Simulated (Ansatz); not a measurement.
LuSi₂Ni₂:
```cif
data_Lu2Ni4Si4
_chemical_formula_sum 'Si4 Ni4 Lu2'
_space_group_name_H-M_alt 'I4/mmm'
_space_group_IT_number 139
_space_group_name_Hall '-I 4 2'
_cell_length_a 3.88629
_cell_length_b 3.88629
_cell_length_c 9.43958
_cell_angle_alpha 90.000
_cell_angle_beta 90.000
_cell_angle_gamma 90.000
loop_
_atom_site_label
_atom_site_type_symbol
_atom_site_symmetry_multiplicity
_atom_site_Wyckoff_symbol
_atom_site_fract_x
_atom_site_fract_y
_atom_site_fract_z
_atom_site_occupancy
Si1 Si 4 e 0.00000 0.00000 0.37446 1
Ni1 Ni 4 d 0.00000 0.50000 0.25000 1
Lu1 Lu 2 a 0.00000 0.00000 0.00000 1
```
(The calculation used a cell of 5 atoms; values per cell refer to that cell.)

Relaxed with r²SCAN.

Question: Which orbitals make up the states near the Fermi level in r²SCAN in the plane-wave PAW code Ansatz?

Answer: Within 0.5 eV of the Fermi level: Ni 3d 51 %, Si 3p 21 %, Lu 5d 20 %. Projections are on Löwdin-orthogonalised atomic valence shells; empty p or d shells of many metals are not among them.

Question: Tabulate the density of states.

Answer: States/eV per cell of 5 atoms, in 0.25 eV bins, energy from the Fermi level.

| E (eV) | total | Ni 3d | Lu 4f | Si 3p |
|---|---|---|---|---|
| -7.85 | 0.99 | 0.10 | 0.01 | 0.18 |
| -7.60 | 0.93 | 0.12 | 0.01 | 0.16 |
| -7.35 | 0.89 | 0.14 | 0.01 | 0.14 |
| -7.10 | 0.20 | 0.04 | 0.00 | 0.02 |
| -6.85 | 0.00 | 0.00 | 0.00 | 0.00 |
| -6.60 | 0.00 | 0.00 | 0.00 | 0.00 |
| -6.35 | 0.34 | 0.02 | 0.00 | 0.21 |
| -6.10 | 1.24 | 0.14 | 0.02 | 0.69 |
| -5.85 | 2.33 | 0.36 | 0.06 | 1.23 |
| -5.60 | 2.25 | 0.43 | 0.09 | 1.07 |
| -5.35 | 2.23 | 0.51 | 0.20 | 0.97 |
| -5.10 | 2.67 | 0.68 | 0.54 | 0.96 |
| -4.85 | 21.24 | 0.64 | 19.37 | 0.85 |
| -4.60 | 36.04 | 0.64 | 34.28 | 0.74 |
| -4.35 | 2.60 | 0.81 | 0.58 | 0.85 |
| -4.10 | 3.20 | 1.26 | 0.23 | 1.26 |
| -3.85 | 5.64 | 2.83 | 0.15 | 2.02 |
| -3.60 | 5.37 | 2.85 | 0.09 | 1.76 |
| -3.35 | 4.71 | 2.93 | 0.06 | 1.17 |
| -3.10 | 10.72 | 8.00 | 0.08 | 1.44 |
| -2.85 | 6.13 | 4.69 | 0.05 | 0.85 |
| -2.60 | 8.19 | 6.53 | 0.02 | 0.98 |
| -2.35 | 7.22 | 6.03 | 0.02 | 0.62 |
| -2.10 | 10.07 | 9.05 | 0.02 | 0.42 |
| -1.85 | 8.92 | 8.10 | 0.01 | 0.38 |
| -1.60 | 4.62 | 3.59 | 0.00 | 0.41 |
| -1.35 | 3.45 | 2.18 | 0.01 | 0.50 |
| -1.10 | 2.07 | 1.14 | 0.01 | 0.38 |
| -0.85 | 2.19 | 1.14 | 0.00 | 0.40 |
| -0.60 | 3.30 | 2.01 | 0.00 | 0.58 |
| -0.35 | 4.46 | 2.69 | 0.00 | 0.79 |
| -0.10 | 3.11 | 1.58 | 0.00 | 0.65 |
| 0.15 | 2.29 | 0.97 | 0.00 | 0.53 |
| 0.40 | 1.79 | 0.64 | 0.00 | 0.45 |
| 0.65 | 1.65 | 0.52 | 0.00 | 0.43 |
| 0.90 | 1.39 | 0.41 | 0.00 | 0.38 |
| 1.15 | 1.28 | 0.33 | 0.00 | 0.36 |
| 1.40 | 0.91 | 0.22 | 0.00 | 0.25 |
| 1.65 | 0.90 | 0.19 | 0.00 | 0.22 |
| 1.90 | 0.84 | 0.15 | 0.00 | 0.21 |
| 2.15 | 0.70 | 0.12 | 0.00 | 0.20 |
| 2.40 | 1.02 | 0.16 | 0.00 | 0.27 |
| 2.65 | 2.16 | 0.32 | 0.00 | 0.46 |
| 2.90 | 1.96 | 0.27 | 0.00 | 0.36 |
| 3.15 | 2.20 | 0.24 | 0.00 | 0.34 |
| 3.40 | 2.41 | 0.25 | 0.00 | 0.38 |
| 3.65 | 2.72 | 0.27 | 0.00 | 0.42 |
| 3.90 | 3.24 | 0.33 | 0.00 | 0.50 |
| 4.15 | 3.26 | 0.29 | 0.00 | 0.48 |
| 4.40 | 2.92 | 0.23 | 0.00 | 0.47 |
| 4.65 | 2.96 | 0.21 | 0.00 | 0.50 |

The workflow started from an entry of the Crystallography Open Database (COD). Its standing as an ambient phase is unchecked. Symmetry was held in the r²SCAN relaxation; whether a distortion lowers the energy is not shown. The workflow began spin-polarised and lost its moments. Spin–orbit coupling is left out wherever it is not named.

Potentials: the later of the program's two PAW sets.
